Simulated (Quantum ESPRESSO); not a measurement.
¹¹⁹Sn Mössbauer quadrupole splitting in CsSnBr2Cl

```xyz
5
Lattice="5.9275 0.0000 0.0000 0.0000 5.6077 0.0000 0.0000 0.0000 5.9275" Properties=species:S:1:pos:R:3 pbc="T T T"
Cs     0.0000     0.0000     0.0000
Sn     2.9638     2.8039     2.9638
Cl     2.9638     0.0000     2.9638
Br     0.0000     2.8039     2.9638
Br     2.9638     2.8039     0.0000
```
The cell was made here from a computed Materials Project entry: one of 3 Br replaced by Cl, cell and atoms relaxed (PBE without dispersion, pw.x of a modified build of Quantum ESPRESSO, symmetry kept). The parent is CsSnBr3 in Pm-3m; whether this form has been observed was not checked. The swapped cell is a model, not a known phase. Stability against distortions was not tested.

Cores are frozen. Against all-electron runs on small test molecules, this scheme's |Vzz| missed by −3 to −9 % on Cl, −5 % on Br. Sn had no test against all-electron runs. Spin–orbit coupling is left out, a limit on Sn.

Task: Which quadrupole splittings follow from PBE PAW (JTH datasets; density from pw.x of Quantum ESPRESSO, gradients reconstructed from it by a script) (25 Ha, k-mesh 4×4×4 through Γ), with |Q| = 0.132 barn for the excited I = 3/2 Mössbauer level and E_γ = 23.875 keV? Use Δ = ½|eQVzz|(1 + η²/3)^½ c/E_γ, as seen without magnetic splitting.

Result: 
```
site         Vzz (10²¹ V/m²)     η  Δ (mm/s)
-----------  ---------------  ----  --------
Sn (atom 2)             0.70  0.00      0.06
```
